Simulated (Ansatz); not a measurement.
Relaxed GaP (zinc blende):

```xyz
4
Lattice="0.0000 5.4517 5.4517 2.7259 0.0000 2.7259 2.7259 2.7259 0.0000" Properties=species:S:1:pos:R:3 pbc="T T T"
P      4.0888     4.0888     4.0888
P      4.0888     6.8147     6.8147
Ga     0.0000     0.0000     0.0000
Ga     2.7259     5.4517     2.7259
```

A phonon eigenvector at L = (0.5, 0.0, 0.0) is frozen into this cell: atom i moves by Q times the vector below, so Q is the largest atomic displacement, in Å. The cell is held. It is one choice among 2 degenerate patterns. (q is in reciprocal vectors of the primitive cell; the cell shown is doubled to hold the pattern.)

```
atom       x       y       z
----  ------  ------  ------
P1     0.285  -0.520   0.805
P2    -0.285   0.520  -0.805
Ga3    0.112  -0.204   0.315
Ga4   -0.112   0.204  -0.315
```

Level of theory: r2SCAN (plane waves to 500 eV, PAW, scalar-relativistic; Ansatz, an electronic-structure program). k mesh 5×10×10 (Γ-centred), Fermi-Dirac smearing 0.05 eV. GaP was relaxed with its symmetry unable to fall. The PAW data are Ansatz's earlier set.

At one point of the scan the forces (eV/Å) are:

```
atom      Fx      Fy      Fz
----  ------  ------  ------
P1     0.666  -0.903   1.264
P2    -0.192   0.645  -1.087
Ga3    0.143  -0.555   0.947
Ga4   -0.617   0.813  -1.124
```

Question: Which point is it?
(A) Q = -0.100 Å
(B) Q = -0.067 Å
(C) Q = -0.017 Å
(D) Q = -0.083 Å

Answer: A, Q = -0.100 Å

(For displaced atoms, the force is minus the slope of the energy, and its curvature is a force constant, which sets phonon frequencies.)
